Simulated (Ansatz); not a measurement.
Mg₃SnO:
```yaml
crystal:
  lattice:
    - [4.34764, 0.00000, 0.00000]
    - [0.00000, 4.34764, 0.00000]
    - [0.00000, 0.00000, 4.34764]
  atoms:
    - { symbol: Sn, position: [0.00000, 0.00000, 0.00000] }
    - { symbol: O, position: [0.50000, 0.50000, 0.50000] }
    - { symbol: Mg, position: [0.50000, 0.50000, 0.00000] }
    - { symbol: Mg, position: [0.50000, 0.00000, 0.50000] }
    - { symbol: Mg, position: [0.00000, 0.50000, 0.50000] }
```

Relaxed with r²SCAN. Special points in fractions of this cell's reciprocal vectors: Γ (0.000, 0.000, 0.000); X (0.000, 0.500, 0.000); M (0.500, 0.500, 0.000); R (0.500, 0.500, 0.500).

### Question
List the band energies nearest the Fermi level at these points for r²SCAN with spin–orbit coupling (plane waves, PAW; program Ansatz).

### Answer
In eV from the Fermi level; about four levels below and three above (degenerate sets whole), none deeper than 8.9 eV; points with the same levels are listed once.

```
k                    below                above
-  -----------------------  -------------------
Γ  -0.52 -0.52 -0.52 -0.52  0.62 0.62 0.62 0.62
X  -0.93 -0.93 -0.68 -0.68  1.75 1.75 3.47 3.47
M  -2.96 -2.96 -0.50 -0.50  0.29 0.29 2.81 2.81
R  -3.83 -3.83 -3.83 -3.83  1.67 1.67 1.67 1.67
```

Space group Pm-3m (anti-perovskite). The start of the workflow was typed in or built on a structure type; neither database checked (COD, Materials Project) lists it. Whether it is the stable phase at ambient conditions was not checked. The r²SCAN relaxation kept the symmetry of its start; its stability against distortions is not shown here.

Potentials: the earlier of the program's two PAW sets.
